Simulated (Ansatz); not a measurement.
Relaxed Re (hcp, Mg type):

```
Re
1.0
    5.55022     0.00000     0.00000
   -1.38756     2.40332     0.00000
    0.00000     0.00000     4.48300
Re
4
Direct
  0.16667   0.66667   0.75000
  0.66667   0.66667   0.75000
  0.33333   0.33333   0.25000
  0.83333   0.33333   0.25000
```

The atoms are displaced by Q × the pattern below (from a DFPT mode at M = (0.5, 0.0, 0.0), largest move 1; Q in Å), at fixed cell. (q is in reciprocal vectors of the primitive cell; the cell shown is doubled to hold the pattern.)

| atom | x | y | z |
|---|---|---|---|
| Re1 | 0.866 | 0.500 | 0.000 |
| Re2 | -0.866 | -0.500 | 0.000 |
| Re3 | 0.866 | 0.500 | 0.000 |
| Re4 | -0.866 | -0.500 | 0.000 |

Method: PBE (plane waves to 420 eV, PAW, scalar-relativistic; Ansatz, a quantum-chemistry and plane-wave program). k mesh 19×19×11 (Γ-centred), Fermi-Dirac smearing 0.05 eV. Energies are smeared free energies. With partly filled bands, energies and forces of such displacements shift with the k mesh and the smearing. Re is run without spin polarisation. Re was relaxed with its symmetry unable to fall. Spin-orbit coupling is left out, though Re is heavy. ΔE is measured from the undisplaced structure. The last digit holds for this mesh only.

```
Q (Å)    ΔE (meV/cell)
-------  -------------
-0.1000          534.8
-0.0833       withheld
-0.0667          238.9
-0.0500          135.0
-0.0333           60.3
-0.0167           15.2
0.0000             0.0
0.0167            15.2
0.0333            60.3
0.0500           135.0
0.0667           238.9
0.0833        withheld
0.1000           534.8
```

Q: Fit an even polynomial form (powers 2, 4, 6) to the given rows and predict ΔE at Q = 0.0833.

A: Least squares on the 11 given rows: ΔE = (54620)·Q² + (-283500)·Q⁴ + (1.694e7)·Q⁶, in meV/cell with Q in Å; root-mean-square residual 0.03 meV/cell. At 0.0833 the fit gives 371.0 meV/cell; the calculation gives 372.1 meV/cell, so the interpolation is off by -1.1 (-0.3 %). The quadratic term alone would give 379.0 meV/cell.

(A displaced cell: forces are minus the slopes of the energy, force constants its curvatures, and phonons follow from these.)
